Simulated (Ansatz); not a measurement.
Ti3O in space group P-31c (No. 163; Ti on 12i, O on 2d, O on 2a) at seven volumes, PBEsol in the plane-wave PAW code Ansatz, shape and atoms relaxed at each. One row is withheld.

```json
[
 {"V (Å³/atom)": "12.004", "P (GPa)": "18.97"},
 {"V (Å³/atom)": "12.400", "P (GPa)": "11.67"},
 {"V (Å³/atom)": "12.795", "P (GPa)": "5.39"},
 {"V (Å³/atom)": "13.191", "P (GPa)": "0.00"},
 {"V (Å³/atom)": "13.587", "P (GPa)": "?"},
 {"V (Å³/atom)": "13.983", "P (GPa)": "-8.59"},
 {"V (Å³/atom)": "14.378", "P (GPa)": "-11.94"}
]
```

Q: Fit the shown pressures and predict the withheld one.

A: Third-order Birch–Murnaghan: P = (3/2)B₀(x^(7/2) − x^(5/2))[1 + (3/4)(B′ − 4)(x − 1)] with x = (V₀/V)^(2/3). Least squares on the six rows gives V₀ = 13.192 Å³/atom, B₀ = 165.7 GPa, B′ = 4.11. At V = 13.587, x = 0.9805 and P = -4.60 GPa. The run itself gave -4.62 GPa.

The first step of the workflow began from a Materials Project structure, measured or hypothetical; the Crystallography Open Database files this formula in space group No. 163, but the cells were not matched. Its standing as an ambient phase is unchecked. The PBEsol relaxation kept the symmetry of its start; its stability against distortions is not shown here. The run is not spin-polarised.

Potentials: the later of the program's two PAW sets.
